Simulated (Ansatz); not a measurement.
Values for one crystal, relaxed and computed with the program Ansatz at the r²SCAN+D4 level (PAW); other levels are named.

| Item | Value |
|---|---|
| Volume per atom | 26.84 Å³ |
| Band gap | 1.01 eV (indirect) |
| Formation energy from the elements (no fitted shifts) | -52 kJ/mol-atom |
| Mechanical stability | unstable (C has a negative eigenvalue) |
| Valence-band maximum | off the standard path, at k = (0.000, 0.294, 0.260) in fractions of the reciprocal vectors |
| Hole effective mass with spin–orbit coupling | 0.30, 0.97, 1.4 mₑ (principal values) |
| Conduction-band minimum | off the standard path, at k = (0.133, 0.133, 0.393) in fractions of the reciprocal vectors |

**Question.** Pick the material that matches.
(A) PbS, P4/nmm (Pb on 2c, S on 2a)
(B) MoS2, P6_3/mmc (Mo on 2b, S on 4f)
(C) BeS, P6_422 (Be on 3c, S on 3d)
(D) WS2, P6_3/mmc (W on 2c, S on 4f)

**Answer.** A, PbS, P4/nmm (Pb on 2c, S on 2a)

The start of the workflow was typed in or built on a structure type; neither database checked (COD, Materials Project) lists it. It is not the phase usual at ambient conditions (space group No. 225). The cell was relaxed with r²SCAN+D4 under the symmetry of its start. The volume moved by -18 % from the start of the relaxation. The references are the lowest solids computed at this level, not always the standard phases. Spin–orbit coupling is left out wherever it is not named.

Potentials: the earlier of the program's two PAW sets.
